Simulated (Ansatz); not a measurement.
Se:
```cif
data_Se3
_chemical_formula_sum 'Se3'
_space_group_name_H-M_alt 'P 1'
_space_group_IT_number 1
_cell_length_a 4.50572
_cell_length_b 4.50572
_cell_length_c 4.99131
_cell_angle_alpha 90.000
_cell_angle_beta 90.000
_cell_angle_gamma 120.000
loop_
_space_group_symop_operation_xyz
  'x, y, z'
loop_
_atom_site_label
_atom_site_type_symbol
_atom_site_fract_x
_atom_site_fract_y
_atom_site_fract_z
_atom_site_occupancy
Se1 Se 0.21709 0.00000 0.83333 1
Se2 Se 0.00000 0.21709 0.16667 1
Se3 Se 0.78291 0.78291 0.50000 1
```

Relaxed with r²SCAN.

Question: Which orbitals make up the states near the band edges in r²SCAN in the plane-wave PAW code Ansatz?

Answer: Top 1 eV of the valence band: Se 4p 96 %. Bottom 1 eV of the conduction band: Se 4p 88 %, Se 4s 7 %, outside the projected shells 5 %. Projections are on Löwdin-orthogonalised atomic valence shells; empty p or d shells of many metals are not among them.

Question: Tabulate the density of states.

Answer: States/eV per cell of 3 atoms, in 0.25 eV bins, energy from the valence-band maximum.

```tsv
E (eV)	total	Se 4p	Se 4s
-7.87	0.00	0.00	0.00
-7.62	0.00	0.00	0.00
-7.37	0.00	0.00	0.00
-7.12	0.00	0.00	0.00
-6.87	0.00	0.00	0.00
-6.62	0.00	0.00	0.00
-6.37	0.00	0.00	0.00
-6.12	0.00	0.00	0.00
-5.87	0.13	0.13	0.00
-5.62	1.48	1.45	0.02
-5.37	1.48	1.43	0.03
-5.12	3.21	3.10	0.08
-4.87	4.23	4.03	0.16
-4.62	2.86	2.68	0.15
-4.37	1.78	1.65	0.12
-4.12	1.59	1.46	0.12
-3.87	1.40	1.28	0.11
-3.62	1.73	1.58	0.13
-3.37	3.48	3.19	0.25
-3.12	0.56	0.51	0.04
-2.87	0.09	0.08	0.01
-2.62	1.04	0.96	0.07
-2.37	1.45	1.36	0.07
-2.12	2.16	2.05	0.08
-1.87	3.06	2.89	0.12
-1.62	3.61	3.44	0.12
-1.37	2.95	2.84	0.07
-1.12	2.11	2.05	0.03
-0.87	2.80	2.73	0.04
-0.62	2.74	2.65	0.06
-0.37	1.38	1.31	0.05
-0.12	0.69	0.64	0.03
0.13	0.00	0.00	0.00
0.38	0.00	0.00	0.00
0.63	0.00	0.00	0.00
0.88	0.00	0.00	0.00
1.13	0.00	0.00	0.00
1.38	0.02	0.02	0.00
1.63	0.79	0.69	0.06
1.88	2.99	2.62	0.22
2.13	3.20	2.81	0.21
2.38	3.10	2.73	0.18
2.63	2.70	2.43	0.11
2.88	3.84	3.49	0.12
3.13	2.66	2.45	0.08
3.38	2.20	2.03	0.06
3.63	1.30	1.21	0.03
3.88	0.97	0.91	0.02
4.13	0.22	0.20	0.00
4.38	0.00	0.00	0.00
4.63	0.00	0.00	0.00
4.88	0.00	0.00	0.00
5.13	0.00	0.00	0.00
5.38	0.00	0.00	0.00
5.63	0.00	0.00	0.00
5.88	0.00	0.00	0.00
6.13	0.21	0.01	0.00
```

Space group P3_121 (trigonal Se type). Symmetry was held in the r²SCAN relaxation. A crystal of weakly bound chains computed without a dispersion correction: the cell and the soft elastic constants depend strongly on that. Scalar-relativistic: spin–orbit coupling is off unless named, which matters more the heavier the elements.

Potentials: the later of the program's two PAW sets.
